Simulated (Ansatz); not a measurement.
Nb (fcc (Cu type), Fm-3m) under volume change, the program Ansatz at the r²SCAN level (PAW), scaled uniformly.

```json
[
 {"V (Å³/atom)": "17.021", "E − E(relaxed) (meV/atom)": "91.0", "P (GPa)": "18.59"},
 {"V (Å³/atom)": "17.582", "E − E(relaxed) (meV/atom)": "38.5", "P (GPa)": "11.52"},
 {"V (Å³/atom)": "18.143", "E − E(relaxed) (meV/atom)": "(withheld)", "P (GPa)": "(withheld)"},
 {"V (Å³/atom)": "18.705", "E − E(relaxed) (meV/atom)": "0.0", "P (GPa)": "0.00"},
 {"V (Å³/atom)": "19.266", "E − E(relaxed) (meV/atom)": "8.4", "P (GPa)": "-4.71"},
 {"V (Å³/atom)": "19.827", "E − E(relaxed) (meV/atom)": "(withheld)", "P (GPa)": "(withheld)"},
 {"V (Å³/atom)": "20.388", "E − E(relaxed) (meV/atom)": "69.7", "P (GPa)": "-12.44"}
]
```

Question: Some entries are withheld; supply them.

Answer: 
- 19.827, E − E(relaxed) (meV/atom): 32.3
- 19.827, P (GPa): -8.84
- 18.143, E − E(relaxed) (meV/atom): 9.2
- 18.143, P (GPa): 5.37

Question: What does a third-order Birch–Murnaghan fit give for V₀, B₀ and B′?

Answer: V₀ = 18.70 Å³/atom, B₀ = 168 GPa, B′ = 3.5.

The workflow started from an entry of the Crystallography Open Database (COD), which files this formula under 2 space groups. It is not the phase usual at ambient conditions (space group No. 229). The cell was relaxed with r²SCAN under the symmetry of its start. At this level the phase is mechanically unstable. No spin polarisation was allowed.

Potentials: the earlier of the program's two PAW sets.
